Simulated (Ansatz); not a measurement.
**Zn$_{3}$CdTe$_{4}$ (P3m1) at 2 levels of theory**

One geometry, relaxed with PBE; plane waves with PAW potentials in Ansatz, scalar-relativistic unless the row names spin-orbit coupling. No spin polarisation but for the spin–orbit row. Gaps are the least over mesh and band path; pressure is positive in compression.

```
CELL_PARAMETERS angstrom
4.43188 0.00000 0.00000
-2.21594 3.83812 0.00000
0.00000 0.00000 14.64923
ATOMIC_POSITIONS crystal
Zn 0.33333 0.66667 0.50017
Zn 0.66667 0.33333 0.25721
Zn 0.66667 0.33333 0.74247
Cd 0.33333 0.66667 0.00345
Te 0.33333 0.66667 0.19781
Te 0.33333 0.66667 0.68336
Te 0.66667 0.33333 0.44045
Te 0.66667 0.33333 0.92507
```

| level | cutoff (eV) | k mesh | gap (eV) | pressure (GPa) |
| --- | --- | --- | --- | --- |
| PBE | 420 | 6×6×2 | 0.77 | 0.0 |

What comes out on the same cell with PBE with spin-orbit coupling?

```csv
level,cutoff (eV),k mesh,gap (eV),pressure (GPa)
PBE with spin-orbit coupling,420,6×6×2,0.50,0.0
```

Spin-orbit coupling matters for the bands of heavy elements and enters only rows that name it.

The structure comes from a generated guess; another structure or a mixture of phases may lie lower.
